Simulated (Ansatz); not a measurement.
The relaxed structure here is a generated cell of TaRu: the first start was made by placing the elements on the sites of a structure type, and the end was not matched to a known phase here, so it may be hypothetical.

One starting cell of TaRu (a generated trial cell of TaRu) was relaxed twice with Ansatz (plane waves, PAW, scalar-relativistic): with PBEsol at 420 eV and with PBE at 420 eV. The PBEsol result:

```
CELL_PARAMETERS angstrom
      5.27550     0.00000     0.00000
      0.00000     4.42269     0.00000
      0.00000     0.00000     5.37651
ATOMIC_POSITIONS crystal
  Ru 0.08145 0.25000 0.85238
  Ru 0.91855 0.75000 0.14762
  Ru 0.41855 0.75000 0.35238
  Ru 0.58145 0.25000 0.64762
  Ta 0.14561 0.25000 0.37853
  Ta 0.85439 0.75000 0.62147
  Ta 0.35439 0.75000 0.87853
  Ta 0.64561 0.25000 0.12147
```

```tsv
quantity	PBEsol	PBE
space group	Pnma	Pnma
volume (Å³/atom)	15.68	16.23
a (Å)	5.275	5.369
b (Å)	4.423	4.453
c (Å)	5.377	5.429
gap (eV, no spin-orbit coupling)	0.00	0.00
```

Both levels end in the same structure; PBE's volume is 3.5 % larger. Neither column is exact.

No spin polarisation in the result.

The run could not lose the symmetry of its start, so the end can be a saddle point.

Ansatz is a quantum-chemistry and plane-wave program.
